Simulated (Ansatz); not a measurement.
SiNi in space group Pnma (No. 62; Si on 4c, Ni on 4c) at seven volumes, plane-wave PAW LDA (Ansatz code), shape and atoms relaxed at each. One row is withheld.

| V (Å³/atom) | P (GPa) |
|---|---|
| 10.481 | 21.75 |
| 10.826 | 13.69 |
| 11.172 | 6.32 |
| 11.518 | 0.00 |
| 11.863 | ? |
| 12.209 | -9.89 |
| 12.554 | -13.68 |

### Question
Fit the shown pressures and predict the withheld one.

### Answer
Third-order Birch–Murnaghan: P = (3/2)B₀(x^(7/2) − x^(5/2))[1 + (3/4)(B′ − 4)(x − 1)] with x = (V₀/V)^(2/3). Least squares on the six rows gives V₀ = 11.525 Å³/atom, B₀ = 190.7 GPa, B′ = 3.97. At V = 11.863, x = 0.9809 and P = -5.20 GPa. The run itself gave -5.36 GPa.

Symmetry was held in the LDA relaxation. The run is not spin-polarised.

Potentials: the later of the program's two PAW sets.
